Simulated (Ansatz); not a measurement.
Cell and atoms are relaxed with the symmetry kept. Start:

```
CELL_PARAMETERS angstrom
4.57260 0.00000 0.00000
-2.28630 3.95999 0.00000
0.00000 0.00000 6.37440
ATOMIC_POSITIONS crystal
V 0.50000 0.00000 0.00000
V 0.50000 0.50000 0.66667
V 0.00000 0.50000 0.33333
Si 0.16260 0.32520 0.00000
Si 0.83740 0.16260 0.66667
Si 0.67480 0.83740 0.33333
Si 0.83740 0.67480 0.00000
Si 0.16260 0.83740 0.66667
Si 0.32520 0.16260 0.33333
```

Computed with Ansatz 0.2.0, DFT r2SCAN, scalar-relativistic, plane waves, PAW.

Settings: cutoff 500 eV, Γ-centred mesh 12×12×6 on the computed 9-atom cell, Gaussian smearing of 0.10 eV; collinear spin from starting moments 0.27 0.27 0.27 0 0 0 0 0 0 μB.

What does it relax to?

The volume goes down by 0.33 Å³/atom to 12.49 Å³/atom, and the energy falls by 4.8 meV/atom. The cell ends with a moment of 0.66 μB (only this magnetic start was tried). Final structure:
```yaml
crystal:
  lattice:
    - [4.52921, 0.00000, 0.00000]
    - [-2.26461, 3.92241, 0.00000]
    - [0.00000, 0.00000, 6.32994]
  atoms:
    - { symbol: V, position: [0.50000, 0.00000, 0.00000] }
    - { symbol: V, position: [0.50000, 0.50000, 0.66667] }
    - { symbol: V, position: [0.00000, 0.50000, 0.33333] }
    - { symbol: Si, position: [0.16279, 0.32558, 0.00000] }
    - { symbol: Si, position: [0.83721, 0.16279, 0.66667] }
    - { symbol: Si, position: [0.67442, 0.83721, 0.33333] }
    - { symbol: Si, position: [0.83721, 0.67442, 0.00000] }
    - { symbol: Si, position: [0.16279, 0.83721, 0.66667] }
    - { symbol: Si, position: [0.32558, 0.16279, 0.33333] }
```

The state reached may not be the lowest one.

Cost: 1 run of about 28 core-minutes, on Oxide Virtual Turin-like Processor (Zen 5) (shared hosts).